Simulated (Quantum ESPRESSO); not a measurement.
```xyz
10
Lattice="2.4025 1.3871 4.3721 -2.4025 1.3871 4.3721 0.0000 -2.7742 4.3721" Properties=species:S:1:pos:R:3 pbc="T T T"
Al     0.0000     0.0000     1.9399
Al     0.0000     0.0000    11.1764
Al     0.0000     0.0000     4.6182
Al     0.0000     0.0000     8.4980
O      0.9715     1.3871     7.6511
O     -0.9715    -1.3871     5.4651
O     -1.6870     0.1478     7.6511
O      1.6870    -0.1478     5.4651
O      0.7155    -1.5349     7.6511
O     -0.7155     1.5349     5.4651
```
The cell was made here from a computed Materials Project entry: O5 and its equivalents moved by 0.04 Å along (1.00, 0.00, 0.00), space group kept. The parent is Al2O3 in R-3c. Stability against distortions was not tested.

A lattice sum over point charges, one formal value an element (Al +3, O -2), with no Sternheimer factor, costs far less than a self-consistent run. Taken along the main axis of each site's self-consistent tensor, it gives:

| site | V along that axis, point charges (a.u.) |
|---|---|
| Al (atoms 1, 2, 3, 4) | 0.006 |
| O (atoms 5, 6, 7, 8, 9, 10) | -0.109 |

Q: How do the values of a PBE PAW density (pw.x of a modified build of Quantum ESPRESSO, JTH datasets) with the all-electron reconstruction of Petrilli and co-workers compare?

A: 
```
site  Vzz, PAW (a.u.)  PAW over point charges
----  ---------------  ----------------------
Al              0.037                     5.8
O              -0.353                     3.2
```
  Cores are frozen. Against all-electron runs on small test molecules, this scheme's |Vzz| missed by −7 % on Al, −2 to +6 % on O.
